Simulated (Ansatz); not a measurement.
BaZrO3:
```yaml
crystal:
  lattice:
    - [4.20497, 0.00000, 0.00000]
    - [0.00000, 4.20497, 0.00000]
    - [0.00000, 0.00000, 4.20497]
  atoms:
    - { symbol: O, position: [0.00000, 0.50000, 0.50000] }
    - { symbol: O, position: [0.50000, 0.00000, 0.50000] }
    - { symbol: O, position: [0.50000, 0.50000, 0.00000] }
    - { symbol: Ba, position: [0.00000, 0.00000, 0.00000] }
    - { symbol: Zr, position: [0.50000, 0.50000, 0.50000] }
```

Relaxed with r²SCAN.

Task: Give the Bader charges and basin volumes of the independent atoms, DFT-r²SCAN in the program Ansatz with PAW potentials.

Result: 

```
atom  Bader charge (e)  Bader volume (Å³)
----  ----------------  -----------------
O1               -1.41               14.0
Ba4              +1.58               22.6
Zr5              +2.64                9.9
```

Space group Pm-3m (cubic perovskite). The r²SCAN relaxation kept the symmetry of its start; phonons show weakly imaginary modes. The run is not spin-polarised. Scalar-relativistic: spin–orbit coupling is off unless named, which matters more the heavier the elements.

Potentials: the later of the program's two PAW sets.
